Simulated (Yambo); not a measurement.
Material: AgI (wurtzite, space group P6_3mc, No. 186) under biaxial strain of -1 % along x and y, z relaxed; a = b = 4.5111 Å, c = 7.5226 Å, α = β = 90.00°, γ = 120.00° (4 atoms in the cell). The PBEsol cell relaxed from Materials Project entry mp-22894 was given a biaxial strain of -1 % along x and y, z relaxed, and the atoms were relaxed again.

With norm-conserving PBEsol (Quantum ESPRESSO, 82 Ry, scalar-relativistic), the gap between the mesh's edge points (Γ → Γ) is 1.211 eV.

**Question.** By how much does one-shot G0W0 (Yambo; 3×3×2 Γ-centred k mesh, bands 9 to 205 and a 7 Ry block in the screening, 205 bands in G with the Bruneval-Gonze terminator, plasmon pole fitted at 27.2 eV) open this gap, and what gap results?

**Answer.** The correction is 1.139 eV, giving 2.351 eV, 1.9 times the PBEsol value.  Convergence of the G0W0 settings was not tested. The k mesh is coarse. Without spin-orbit coupling, band edges of such heavy elements can be off by tenths of an eV.
